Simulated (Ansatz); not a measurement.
One stationary structure of Bi. Method: r2SCAN (plane waves to 500 eV, PAW, scalar-relativistic; Ansatz, an electronic-structure program).

```
CELL_PARAMETERS angstrom
      2.26759     1.30919     4.12360
     -2.26759     1.30919     4.12360
      0.00000    -2.61839     4.12360
ATOMIC_POSITIONS crystal
  Bi 0.26830 0.26830 0.26830
  Bi 0.73170 0.73170 0.73170
```

Determine the symmetry and give the standard cell with its independent sites.

Space group R-3m, hexagonal axes (No. 166); a = b = 4.535 Å, c = 12.371 Å, α = β = 90.00°, γ = 120.00°

| atom | site | symmetry | x | y | z |
|---|---|---|---|---|---|
| Bi | 6c | 3m | 0.0000 | 0.0000 | 0.2683 |

This is the AFLOW prototype A_hR2_166_c (A7, as in As).

Give the shortest distances between elements (the closest pairs, up to four, under 3.6 Å).

Bi–Bi 3.07 Å.

| Property | Result |
|---|---|
| Volume per atom | 36.73 Å³ |
| Band gap | zero (metallic) |

No spin polarisation in the result.

The run could not lose the symmetry of its start.

It was reached from a disturbed copy of a Pm-3m (No. 221) cell (AFLOW prototype A_cP1_221_a (A_h)), against which it lies -0.06 eV/atom.
